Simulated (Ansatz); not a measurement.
The end point of a relaxation of NaI. Computed with r2SCAN (plane waves to 500 eV, PAW, scalar-relativistic; Ansatz, a quantum-chemistry and plane-wave program).

```
CELL_PARAMETERS angstrom
      0.00000     3.23029     3.23029
      3.23029     0.00000     3.23029
      3.23029     3.23029     0.00000
ATOMIC_POSITIONS crystal
  Na 0.00000 0.00000 0.00000
  I  0.50000 0.50000 0.50000
```

Task: Find the space group and the Wyckoff positions (tolerance 0.01 Å).

Result: Space group Fm-3m (No. 225); a = b = c = 6.4606 Å, α = β = γ = 90.00°

```tsv
atom	site	symmetry	x	y	z
Na	4a	m-3m	0.0000	0.0000	0.0000
I	4b	m-3m	0.5000	0.5000	0.5000
```

This is the rock salt type.

Task: Give the shortest distances between elements (the closest pairs, up to four, under 3.6 Å).

Result: I–Na 3.23 Å.

```json
{
 "volume_per_atom": "33.71 Å³",
 "band_gap": "4.45 eV, direct at Γ (no spin-orbit coupling)"
}
```

No spin polarisation in the result.

Measured for NaI: a 6.409 Å (0 K or low temperature; as listed in Klaus Doll, Hermann Stoll, Phys. Rev. B (1998)). Computed minus measured — a: r2SCAN +0.8 %. The computed values are for a static lattice.

The run could not lose the symmetry of its start; a randomly shaken copy of 2 atoms returns to this structure.

All atoms sit on sites fixed by symmetry, so only the cell could relax.
